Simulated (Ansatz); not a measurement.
An Ansatz (a program for electronic structure) run. Input:

Ansatz 0.2 input:
```yaml
crystal:
  lattice:
    - [0.0, 5.6285517723, 5.6285517723]
    - [5.6285517723, 0.0, 5.6285517723]
    - [5.6285517723, 5.6285517723, 0.0]
  atoms:
    - { symbol: Rb, position: [0.75, 0.75, 0.75] }
    - { symbol: Rb, position: [0.25, 0.25, 0.25] }
    - { symbol: Tl, position: [0.5, 0.5, 0.5] }
    - { symbol: Sb, position: [0.0, 0.0, 0.0] }
    - { symbol: Cl, position: [0.7654392569, 0.2345607431, 0.2345607431] }
    - { symbol: Cl, position: [0.2345607431, 0.7654392569, 0.7654392569] }
    - { symbol: Cl, position: [0.2345607431, 0.7654392569, 0.2345607431] }
    - { symbol: Cl, position: [0.7654392569, 0.2345607431, 0.7654392569] }
    - { symbol: Cl, position: [0.2345607431, 0.2345607431, 0.7654392569] }
    - { symbol: Cl, position: [0.7654392569, 0.7654392569, 0.2345607431] }
kpoints:
  mp_grid: { grid: [3, 3, 3] }
hamiltonian:
  xc: hse06
  pseudopotentials: { kind: paw }
scf:
  n_extra_bands: 10
  occupations: { method: fixed }
output:
  eigenvalues: true
  eigenstates:
    e_range: [-9.0, 10.5]
    kpoints:
      - [0.0, 0.0, 0.0]  # VBM
      - [0.0, 0.0, 0.0]  # CBM
      - [0.0, 0.0, 0.0]  # GAMMA
      - [0.5, 0.0, 0.5]  # X
      - [0.5, 0.5, 0.5]  # L
      - [0.5, 0.25, 0.75]  # W
      - [0.375, 0.375, 0.75]  # K
      - [0.625, 0.25, 0.625]  # U
```

Output (shortened):

```
Pseudopotential: Rb, paw, valence charge 9
Pseudopotential: Tl, paw, valence charge 13
Pseudopotential: Sb, paw, valence charge 15
Pseudopotential: Cl, paw, valence charge 7
Functional definition: HSE06
davidson cushion auto → on  (no smearing: the cushion is to keep the highest requested band from converging to the state above it …
Crystal: 10 atoms, lattice volume = 356.632 Å³
Basis set: ecut = 420 eV, 6879 PW (Γ)
Bands: 54, of which v1, the nominal top of the filled ones, is band 44 counted from 1 (43 counted from 0)
Symmetry: 48 space group operations
Space group: Fm-3m (ITA 225), of the structure as read, at distance tolerance 7.1e-5 Å
k-points: 4 of 27
SCF iter   1: F=—  HF=-30953.750132 eV  |F-HF|=—  |Δ(HF+E_count)|=         —  Δρ=1.07e-3  dr2=5.63e-3  ethr=1.77e-3  ⟨swp⟩=14.0  Hψ=1011  notcnv=0
preconditioner: auto → none
SCF iter   2: F=—  HF=-30953.751871 eV  |F-HF|=—  |Δ(HF+E_count)|=   1.74e-3  Δρ=3.26e-4  dr2=6.88e-4  ethr=6.40e-6  ⟨swp⟩=7.2  Hψ=821  notcnv=0
SCF iter   3: F=-30953.751931 eV  HF=-30953.751903 eV  |F-HF|=2.78e-5  |Δ(HF+E_count)|=   3.20e-5  Δρ=1.46e-4  dr2=1.19e-4  ethr=7.81e-7  ⟨swp⟩=5.2  Hψ=622  notcnv=0  defer=2
SCF 1 stopped early in 3 iterations: F = -30953.751931 eV  dr2 = 1.19e-4
Crystal: 10 atoms, lattice volume = 356.632 Å³
Exchange kernel: α = 0.2500, screened, ω = 0.2079 Å⁻¹, Wigner–Seitz truncation, v(0) = 1046.6112 eV·Å³, q-mesh 3×3×3, nearest image of the exchange supercell L …
Frozen-core exchange: fock
SCF iter   1: F=—  HF=-30970.392620 eV  |F-HF|=—  |Δ(HF+E_count)|=         —  Δρ=3.43e-3  dr2=5.60e-2  ethr=1.35e-6  ⟨swp⟩=8.8  Hψ=1129  notcnv=0
preconditioner: auto → none
SCF iter   2: F=—  HF=-30970.376759 eV  |F-HF|=—  |Δ(HF+E_count)|=   1.59e-2  Δρ=1.49e-3  dr2=1.18e-2  ethr=1.35e-6  ⟨swp⟩=5.0  Hψ=831  notcnv=0
SCF iter   3: F=—  HF=-30970.388117 eV  |F-HF|=—  |Δ(HF+E_count)|=   1.14e-2  Δρ=9.64e-4  dr2=3.52e-3  ethr=1.35e-6  ⟨swp⟩=4.0  Hψ=763  notcnv=0
SCF iter   4: F=—  HF=-30970.387031 eV  |F-HF|=—  |Δ(HF+E_count)|=   1.09e-3  Δρ=2.63e-4  dr2=3.34e-4  ethr=1.35e-6  ⟨swp⟩=3.2  Hψ=565  notcnv=0
SCF iter   5: F=—  HF=-30970.387394 eV  |F-HF|=—  |Δ(HF+E_count)|=   3.63e-4  Δρ=9.83e-5  dr2=1.22e-4  ethr=2.71e-7  ⟨swp⟩=4.0  Hψ=511  notcnv=0
iter 6 solved again at ethr=1.38e-9 eV; its pass at ethr=1.19e-7 eV (dr2=1.21e-6 eV) is discarded
SCF iter   6: F=-30970.387365 eV  HF=-30970.387365 eV  |F-HF|=3.00e-7  |Δ(HF+E_count)|=   2.93e-5  Δρ=2.15e-5  dr2=1.44e-6  ethr=1.38e-9  ⟨swp⟩=4.2  Hψ=1166  notcnv=0
SCF 2 stopped early in 6 iterations: F = -30970.387365 eV  dr2 = 1.44e-6
hybrid outer 1: dexx = +1.518e-2 eV, tail = 5.75e-5 eV
Crystal: 10 atoms, lattice volume = 356.632 Å³
Exchange kernel: α = 0.2500, screened, ω = 0.2079 Å⁻¹, Wigner–Seitz truncation, v(0) = 1046.6112 eV·Å³, q-mesh 3×3×3, nearest image of the exchange supercell L …
Frozen-core exchange: fock
SCF iter   1: F=—  HF=-30970.386861 eV  |F-HF|=—  |Δ(HF+E_count)|=         —  Δρ=2.36e-5  dr2=2.46e-6  ethr=3.27e-7  ⟨swp⟩=3.0  Hψ=509  notcnv=0
preconditioner: auto → none
iter 2 solved again at ethr=1.41e-10 eV; its pass at ethr=2.30e-9 eV (dr2=1.24e-7 eV) is discarded
SCF iter   2: F=—  HF=-30970.386860 eV  |F-HF|=—  |Δ(HF+E_count)|=   4.23e-7  Δρ=9.55e-6  dr2=1.97e-7  ethr=1.41e-10  ⟨swp⟩=3.8  Hψ=1141  notcnv=0
SCF iter   3: F=-30970.386861 eV  HF=-30970.386861 eV  |F-HF|=2.05e-8  |Δ(HF+E_count)|=   6.31e-7  Δρ=2.94e-6  dr2=2.57e-8  ethr=1.41e-10  ⟨swp⟩=5.2  Hψ=739  notcnv=0
SCF 3 converged in 3 iterations: F = -30970.386861 eV  dr2 = 2.57e-8
hybrid outer 2: dexx = +6.296e-7 eV, tail = 6.47e-8 eV, Δε = 1.29e-3 eV (about 6.64e-5 eV left of the loop's levels)
NSCF: frozen V_eff on 8 k-points
hybrid SCF converged: 2 outer / 9 inner (+3 warm-up), last move |dexx| = 6.30e-7 eV, tail = 6.47e-8 eV
Stability not checked (fock_operator)
Free energy (F): -30970.386861 eV
Frozen-core exchange: fock
Harris-Foulkes:  -30970.386861 eV  (|F-HF|=2.05e-8)
Internal energy: -30970.386861 eV  (E = F + TS)
E sigma→0 (E₀):  -30970.386861 eV
Fermi energy:    3.337126 eV
--- Per-component energies (eV) ---
  E_band       = -808.233556
  E_kinetic    = 1888.635045
  E_local      = -6606.709333  (includes V_loc(G=0)·N_el)
  E_nonlocal   = 1191.189773
  E_hartree    = 2458.924834
  E_xc         = -1021.989656
  E_vxc        = -994.476165  (∫ρ·V_xc dr)
  E_exx        = -199.634659  (= α·E_x^exact, valence–valence)
  E_paw        = -23996.325588  (= ΣΔE_a)
  E_vpaw       = -805.450423  (= ΣTr[D̂ρ^β])
  E_aug_tail   = 0.000572  (compensation charges beyond the density's cutoff)
  E_ewald      = -4683.601983
  E_core_change = -0.875865  (= ΣΔE_core)
  E_smearing   =  0.000000  (= −TS)
  E_closure    =  0.000000  (closes the sum)
  Σ components = -30970.386861   (vs F -30970.386861, Δ=0.00e0)
  [band-id]    e_kinetic+e_local+e_nonlocal+2·e_hartree+e_vxc+2·e_exx+e_vpaw+e_augmentation_tail = -808.230180   (vs E_band -808.233556, Δ=3.38e-3)
--- Band table (eV) ---
  k-point 0: bands = ["-29.2960", "-29.2960", "-29.2707", "-29.2707", "-29.2707", "-26.3293", "-26.3285", "-14.2685", "-13.6902", "-13.6902", "-13.6902", "-13.4984", "-13.4984", "-9.2278", "-9.2278", "-9.2278", "-9.2123", "-9.2123", "-9.2123", "-8.9186", …
  k-point 1: bands = ["-29.2960", "-29.2960", "-29.2707", "-29.2707", "-29.2707", "-26.3291", "-26.3287", "-14.2232", "-13.7548", "-13.6891", "-13.6891", "-13.5001", "-13.5001", "-9.2210", "-9.2210", "-9.2133", "-9.2133", "-9.2126", "-9.2067", "-8.9290", …
  k-point 2: bands = ["-29.2960", "-29.2960", "-29.2707", "-29.2707", "-29.2707", "-26.3291", "-26.3287", "-14.2204", "-13.7163", "-13.6940", "-13.6940", "-13.5409", "-13.4968", "-9.2181", "-9.2181", "-9.2110", "-9.2103", "-9.2103", "-9.2085", "-8.9775", …
  k-point 3: bands = ["-29.2960", "-29.2960", "-29.2707", "-29.2707", "-29.2707", "-26.3289", "-26.3289", "-14.2024", "-13.7468", "-13.6950", "-13.6910", "-13.5348", "-13.4993", "-9.2143", "-9.2141", "-9.2115", "-9.2104", "-9.2079", "-9.2073", "-8.9735", …
```

Cost: roughly 10 core-minutes on shared cores.

The points marked VBM and CBM come from a semilocal run.

The first step of the workflow began from a Materials Project structure, measured or hypothetical; the Crystallography Open Database copy checked does not list it. Its standing as an ambient phase is unchecked. Symmetry was held in the r²SCAN relaxation; its stability against distortions is not shown here. Scalar-relativistic: spin–orbit coupling is off unless named, which matters more the heavier the elements.

Potentials: the later of the program's two PAW sets.

Ansatz is a plane-wave DFT program.
